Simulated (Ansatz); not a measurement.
101Ru nuclear quadrupole resonance in Ru

Cell: a structure deposited in the COD, whose atoms a relaxation with PBE at fixed cell left in place.

```xyz
2
Lattice="2.7058 0.0000 0.0000 -1.3529 2.3433 0.0000 0.0000 0.0000 4.2819" Properties=species:S:1:pos:R:3 pbc="T T T"
Ru    0.0000    1.5622    1.0705
Ru    1.3529    0.7811    3.2114
```

Atoms are numbered from 1 in the order listed; like atoms form one site, named after its first atom.

All values are calculated (Ansatz; DFT, PBE, plane waves and PAW, scalar-relativistic, 420 eV cutoff, Γ-centred 20×20×11 k-points, Fermi–Dirac smearing 0.05 eV), not measured.

101Ru: I = 5/2, Q = 457.0 mb (year-2017 value). Static lattice, zero field.

Task: The simulated lines lie at 1.97, 3.95 MHz. What are |C_Q|, η and |V_zz| at Ru?

Result: For I = 5/2 and η = 0 the lines are 3|C_Q|/20 and twice that; η pulls their ratio below 2. Here |C_Q| = 13.2 MHz, η = 0.00 and |V_zz| = 1.19 × 10²¹ V/m². The calculation gives V_zz negative; the lines don't show the sign. The site has 12 Ru at 2.65–2.71 Å.

An axis of threefold or higher order runs through Ru, so V_zz lies along it and η is zero.

At this cell the principal stresses reach 5 GPa in size with PBE, which can matter for small gradients. The run finds no gap above 0.1 eV (a metal, or nearly one), so the gradients can move by 10 % or more with the k-mesh. Without spin–orbit coupling (the program notes it for Ru) the gradients can shift somewhat, as the gap is small. With these PAW files V_zz is typically within 2 to 3 % of all-electron values, but misses above 10 % occur on Ru.

The relaxation (1 step) took 4.8 s of wall time (4.8 s of CPU time) and 0.51 GiB at its peak, on 1 thread of Intel Xeon 6975P-C (Granite Rapids) (x86_64; 16 cores open to the job, memory cap 3.0 GiB, no GPU), a shared host with a load of 0.1 a core.
